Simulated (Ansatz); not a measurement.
The relaxed structure here is a generated cell of YCl: the first start was made by placing the elements on the sites of a structure type, and the end was not matched to a known phase here, so it may be hypothetical.

A structure of YCl relaxed with PBEsol (plane waves to 420 eV, PAW, scalar-relativistic; Ansatz, a program for electronic structure); single points at other levels follow on the same geometry (Ansatz, PAW; HSE06 at 420 eV on a 4×4×4 k-mesh; no spin-orbit coupling). Space group P2₁3 (No. 198).

```cif
data_Cl4Y4
_chemical_formula_sum 'Y4 Cl4'
_space_group_name_H-M_alt 'P 1'
_space_group_IT_number 1
_cell_length_a 5.76451
_cell_length_b 5.76451
_cell_length_c 5.76451
_cell_angle_alpha 90.000
_cell_angle_beta 90.000
_cell_angle_gamma 90.000
loop_
_space_group_symop_operation_xyz
  'x, y, z'
loop_
_atom_site_label
_atom_site_type_symbol
_atom_site_fract_x
_atom_site_fract_y
_atom_site_fract_z
_atom_site_occupancy
Y1 Y 0.83452 0.83452 0.83452 1
Y2 Y 0.33452 0.66548 0.16548 1
Y3 Y 0.16548 0.33452 0.66548 1
Y4 Y 0.66548 0.16548 0.33452 1
Cl1 Cl 0.10485 0.10485 0.10485 1
Cl2 Cl 0.60485 0.39515 0.89515 1
Cl3 Cl 0.89515 0.60485 0.39515 1
Cl4 Cl 0.39515 0.89515 0.60485 1
```

```csv
level,gap (eV),kind,conduction minimum
PBEsol,0.27,indirect,"k = (0, 0.375, 0.375)"
HSE06,1.08,–,"k = (0, 0.375, 0.375)"
```

HSE06 gaps come from a coarse mesh plus a few chosen points, so they may be too large. No spin polarisation in the result. No Hubbard U is applied.

The run could not lose the symmetry of its start; a randomly shaken copy of 8 atoms returns to this structure.
